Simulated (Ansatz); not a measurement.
Si2Ru:
Space group P4₂/mnm (No. 136); a = b = 5.9284 Å, c = 2.9706 Å, α = β = γ = 90.00°

| atom | site | symmetry | x | y | z |
|---|---|---|---|---|---|
| Ru | 2a | m.mm | 0.0000 | 0.0000 | 0.0000 |
| Si | 4f | m.2m | 0.2802 | 0.2802 | 0.0000 |

Relaxed at zero pressure with plane-wave PAW r²SCAN (Ansatz code).

**Question.** The volume is lowered by 9 % and shape and atoms relax at that volume. What pressure results, and how do the axes share the change?

**Answer.** 17.3 GPa; a -2.9 %, b -2.9 %, c -3.5 %; the energy rises by 78 meV/atom.

**Question.** Give the new structure.

**Answer.** 
Space group P4₂/mnm (No. 136); a = b = 5.7578 Å, c = 2.8657 Å, α = β = γ = 90.00°

```tsv
atom	site	symmetry	x	y	z
Ru	2a	m.mm	0.0000	0.0000	0.0000
Si	4f	m.2m	0.2783	0.2783	0.0000
```

The phase is kept; no other phase was compared at this pressure.

Space group P4_2/mnm. The start of the workflow was typed in or built on a structure type; neither database checked (COD, Materials Project) lists it. Its standing as an ambient phase is unchecked. Symmetry was held in the r²SCAN relaxation; its stability against distortions is not shown here. The run is not spin-polarised. The volume moved by 20 % from the start of the relaxation.

Potentials: the earlier of the program's two PAW sets.
